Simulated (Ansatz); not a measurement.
Al$_{12}$W (space group Im-3)

```
CELL_PARAMETERS angstrom
     -3.76905     3.76905     3.76905
      3.76905    -3.76905     3.76905
      3.76905     3.76905    -3.76905
ATOMIC_POSITIONS crystal
  Al 0.30860 0.18579 0.49439
  Al 0.69140 0.81421 0.50561
  Al 0.69140 0.18579 0.87719
  Al 0.30860 0.81421 0.12281
  Al 0.49439 0.30860 0.18579
  Al 0.50561 0.69140 0.81421
  Al 0.87719 0.69140 0.18579
  Al 0.12281 0.30860 0.81421
  Al 0.18579 0.49439 0.30860
  Al 0.81421 0.50561 0.69140
  Al 0.18579 0.87719 0.69140
  Al 0.81421 0.12281 0.30860
  W  0.00000 0.00000 0.00000
```

Equation-of-state scan: isotropic scaling of the cell above, V₀ being its volume. The atoms relax within the cell's symmetry.

All values below come from PBEsol (plane waves to 420 eV, PAW, scalar-relativistic; Ansatz, a first-principles code). k mesh 7×7×7 (Γ-centred), Fermi-Dirac smearing 0.05 eV. Energies are smeared free energies. Compression counts positive. Al12W is run without spin polarisation. Al12W was relaxed with its symmetry unable to fall. Spin-orbit coupling is left out, though W is heavy. ΔE is measured from the relaxed starting cell. The last digit holds for this mesh only.

```tsv
V (Å³/atom)	ΔE (meV/atom)
15.486	20.2
15.651	13.8
15.816	8.7
15.980	4.8
16.145	2.1
16.310	0.5
16.475	0.0
16.639	0.5
16.804	1.9
16.969	4.2
17.134	withheld
17.298	11.4
17.463	16.1
```

Fit a third-order Birch-Murnaghan form (E₀, V₀, B₀, B₀′ free) to the given rows and predict ΔE at V = 17.134.

Least squares on the 12 given rows: ΔE = E₀ + (9V₀B₀/16)·y²·[2 + (B₀′ − 4)y], y = (V₀/V)^(2/3) − 1, with V₀ = 16.477 Å³/atom, B₀ = 97.21 GPa (160.2 GPa = 1 eV/Å³; the term in eV is multiplied by 1000), B₀′ = 4.36, E₀ = 0.00 meV/atom; root-mean-square residual 0.02 meV/atom. At 17.134 the fit gives 7.4 meV/atom; the calculation gives 7.4 meV/atom, the same to the digits shown. For the pressure the fit gives -3.5 GPa against the computed -3.5 GPa.

(A scan under strain: stresses follow from slopes of the energy per volume, elastic moduli from its curvatures.)
